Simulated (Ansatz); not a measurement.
**SrFe$_{2}$As$_{2}$: pressure against volume**

SrFe$_{2}$As$_{2}$, I4/mmm, a = 3.921 Å, c = 11.268 Å. The structure is a COD entry; whether it is the stable form wasn't checked. Ansatz: PBEsol, PAW, 420 eV, Γ-centred 12×12×12 mesh on 5 atoms, Gaussian smearing 0.10 eV; no spin polarisation. Shape and atoms are relaxed at each volume; pressure is positive in compression.

```
V (Å³/atom) P (GPa)
     15.246        ?
     15.766     7.93
     16.286     4.62
     16.806     2.36
     17.325     0.00
     17.845    -2.16
     18.365    -4.04
     19.058    -6.18
```

Take V0 = 17.325 Å³/atom, fit the third-order Birch–Murnaghan form to the other rows, and predict the missing pressure.

With the Eulerian strain f = ½[(V0/V)^(2/3) − 1] and y = P/[3f(1 + 2f)^(5/2)], the form is the line y = B0 + 1.5 B0 (B0′ − 4) f. Rows (f, y): 0.03244, 69.6; 0.02105, 66.0; 0.01024, 73.0; -0.00976, 77.5; -0.01906, 77.9; -0.03079, 78.4. Means f = 0.0006867, y = 73.733; Σ(Δf)² = 0.003004, ΣΔfΔy = -0.5642; the slope is their ratio. y = 73.86 − 187.8 f GPa, so B0 = 73.9 GPa and B0′ = 4 + 2 × (-187.8)/(3 × 73.86) = 2.30. At V = 15.246, f = 0.04448, y = 65.51 and P = 10.82 GPa. The run gave 12.36 GPa, so the fit is 1.54 GPa too low, 8.3 % of the span of the series, against an rms of 0.15 GPa on the fitted rows. The row lies outside the fitted range. A fourth-order term fitted to the same rows gives P = 10.67 GPa at this row's volume (the line 10.82, the run 12.36), no gain.

Spin polarisation was left out, and a magnetic state may lie lower.